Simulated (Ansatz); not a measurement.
Ag (A15 (β-W type), Pm-3n) under volume change, DFT-PBEsol in the program Ansatz with PAW potentials, scaled uniformly.

```
V (Å³/atom)  E − E(relaxed) (meV/atom)  P (GPa)
-----------  -------------------------  -------
15.650                            59.0    13.55
16.166                               …        …
16.682                             5.7     3.65
17.198                             0.0     0.00
17.714                               …        …
18.230                            18.7    -5.43
18.746                            39.5    -7.42
```

**Question.** Fill in the missing entries.

**Answer.** 
- 17.714, E − E(relaxed) (meV/atom): 5.0
- 17.714, P (GPa): -2.99
- 16.166, E − E(relaxed) (meV/atom): 24.4
- 16.166, P (GPa): 8.11

**Question.** What does a third-order Birch–Murnaghan fit give for V₀, B₀ and B′?

**Answer.** V₀ = 17.20 Å³/atom, B₀ = 110 GPa, B′ = 5.7.

The start of the workflow was typed in or built on a structure type; neither database checked (COD, Materials Project) lists it. It is not the phase usual at ambient conditions (space group No. 225). The cell was relaxed with PBEsol under the symmetry of its start. At this level the phase is mechanically unstable. The run is not spin-polarised.

Potentials: the earlier of the program's two PAW sets.
